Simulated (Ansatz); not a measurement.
**Equation of state of ZrOs**

A database entry relaxed whole under r2SCAN (Pm-3m):

```
Zr Os
1.0
     3.27166    0.00000    0.00000
     0.00000    3.27166    0.00000
     0.00000    0.00000    3.27166
Zr Os
1 1
Direct
  0.50000 0.50000 0.50000
  0.00000 0.00000 0.00000
```

The cell was scaled uniformly, its shape held, and the atoms relaxed at each volume with plane-wave PAW DFT (Ansatz 0.2.0; r2SCAN, 500 eV, 10×10×10 Γ-centred mesh, fermi-dirac occupations of width 0.100 eV; no spin, no spin-orbit coupling). One row is withheld.

```csv
volume (Å³/atom),energy over the lowest (meV/atom),pressure (GPa)
16.459,47.9,15.49
16.809,20.4,9.78
17.159,4.8,4.63
17.509,0.0,0.00
17.860,?,?
18.210,18.3,-7.90
18.560,39.5,-11.27
```

Task: Fit the pressures of the other rows to the third-order Birch-Murnaghan form.

Result: With f = [(V₀/V)^(2/3) − 1]/2 and P = 3B₀f(1 + 2f)^(5/2)[1 + 3(B₀′ − 4)f/2], least squares gives V₀ = 17.51 Å³ an atom, B₀ = 219 GPa and B₀′ = 4.3; the rows miss the fit by less than 0.01 GPa. The slope of the energies differs from these pressures by 0.09 GPa, since they are taken to zero smearing while pressures follow the free energy.

Task: What does the withheld row hold?

Result: The fit gives -4.16 GPa at 17.860 Å³; the run gave -4.16 GPa and 4.8 meV an atom.

Caveats: the shape of the cell was held; 0 K, fixed nuclei; the symmetry was kept, and this need not be the phase that is stable at 0 K; one mesh for all volumes; pressure is positive in compression.
